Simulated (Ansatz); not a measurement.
Space group Fm-3m (No. 225). a = 4.204 Å, b = 4.204 Å, c = 4.204 Å, α = 90.00°, β = 90.00°, γ = 90.00°
```json
{"atom": "Ti", "site": "4a", "symmetry": "m-3m", "x": "0.0000", "y": "0.0000", "z": "0.0000"}
{"atom": "N", "site": "4b", "symmetry": "m-3m", "x": "0.5000", "y": "0.0000", "z": "0.0000"}
```

Equation of state of this TiN structure (not necessarily the ground state), with shape and atoms relaxed at each volume where symmetry leaves them free. It has no gap at any of these volumes. Method: DFT PBEsol, scalar-relativistic, plane waves, PAW (Ansatz 0.2.0).

Cutoff 420 eV; k points 18×18×18 on the computed 2-atom cell (Γ-centred); Gaussian smearing, width 0.10 eV; no spin polarisation.

```json
{"V (Å³/atom)": "8.173", "E − E(largest V) (meV/atom)": "82.50", "P (GPa)": "50.27"}
{"V (Å³/atom)": "8.451", "E − E(largest V) (meV/atom)": "9.15", "P (GPa)": "34.56"}
{"V (Å³/atom)": "8.730", "E − E(largest V) (meV/atom)": "-38.95", "P (GPa)": "21.17"}
{"V (Å³/atom)": "9.008", "E − E(largest V) (meV/atom)": "-65.52", "P (GPa)": "9.75"}
{"V (Å³/atom)": "9.287", "E − E(largest V) (meV/atom)": "-73.73", "P (GPa)": "0.00"}
{"V (Å³/atom)": "9.566", "E − E(largest V) (meV/atom)": "-66.25", "P (GPa)": "-8.33"}
{"V (Å³/atom)": "9.844", "E − E(largest V) (meV/atom)": "-45.36", "P (GPa)": "-15.45"}
{"V (Å³/atom)": "10.216", "E − E(largest V) (meV/atom)": "0.00", "P (GPa)": "-23.35"}
```

Task: Fit a third-order Birch–Murnaghan equation to E(V).

Result: V0 = 9.29 Å³/atom, B0 = 300 GPa, B0' = 4.2.

Spin polarisation was left out, and a magnetic state may lie lower.